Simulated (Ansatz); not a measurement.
An elastic tensor (GPa, Voigt order, standard axes) from DFT-PBEsol in the program Ansatz with PAW potentials:

```csv
,1,2,3,4,5,6
1,171,159,159,0.0,0.0,0.0
2,159,171,159,0.0,0.0,0.0
3,159,159,171,0.0,0.0,0.0
4,0.0,0.0,0.0,55.0,0.0,0.0
5,0.0,0.0,0.0,0.0,55.0,0.0
6,0.0,0.0,0.0,0.0,0.0,55.0
```

Task: Which compound is it?
A) RuN, zinc blende
B) HfC, zinc blende
C) ZrC, rock salt
D) BN, zinc blende

Result: B, HfC, zinc blende

Space group F-43m (zinc blende). The start of the workflow was typed in or built on a structure type; neither database checked (COD, Materials Project) lists it. It is not the phase usual at ambient conditions (space group No. 225). The PBEsol relaxation kept the symmetry of its start; whether a distortion lowers the energy is not shown. No spin polarisation was allowed. Spin–orbit coupling is left out wherever it is not named.

Potentials: the later of the program's two PAW sets.
